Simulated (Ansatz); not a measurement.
Starting cell, CaO (rock salt):

```
CaO
1.0
    0.00000     4.79479     4.79479
    2.39740     2.39740     4.79479
    2.39740     2.39740     0.00000
O Ca
2 2
Direct
  0.00000   0.00000   0.00000
  0.50000   0.00000   0.00000
  0.00000   0.50000   0.50000
  0.50000   0.50000   0.50000
```

The atoms are displaced by Q × the pattern below (from a DFPT mode at X = (0.5, 0.5, 0.0), largest move 1; Q in Å), at fixed cell. It is one choice among 2 degenerate patterns. (q is in reciprocal vectors of the primitive cell; the cell shown is doubled to hold the pattern.)

| atom | x | y | z |
|---|---|---|---|
| O1 | 0.000 | 0.610 | 0.000 |
| O2 | 0.000 | -0.610 | 0.000 |
| Ca3 | 0.000 | -1.000 | 0.000 |
| Ca4 | 0.000 | 1.000 | 0.000 |

Calculation: r2SCAN (plane waves to 500 eV, PAW, scalar-relativistic; Ansatz, an electronic-structure program). k mesh 12×12×12 (Γ-centred), Fermi-Dirac smearing 0.05 eV. CaO was relaxed with its symmetry unable to fall.

At one point of the scan the forces (eV/Å) are:

```
atom     Fx      Fy     Fz
----  -----  ------  -----
O1    0.000   0.148  0.000
O2    0.000  -0.148  0.000
Ca3   0.000  -0.610  0.000
Ca4   0.000   0.610  0.000
```

Which point is it?
A) Q = -0.083 Å
B) Q = -0.017 Å
C) Q = -0.100 Å
D) Q = -0.067 Å

C, Q = -0.100 Å

(For displaced atoms, the force is minus the slope of the energy, and its curvature is a force constant, which sets phonon frequencies.)
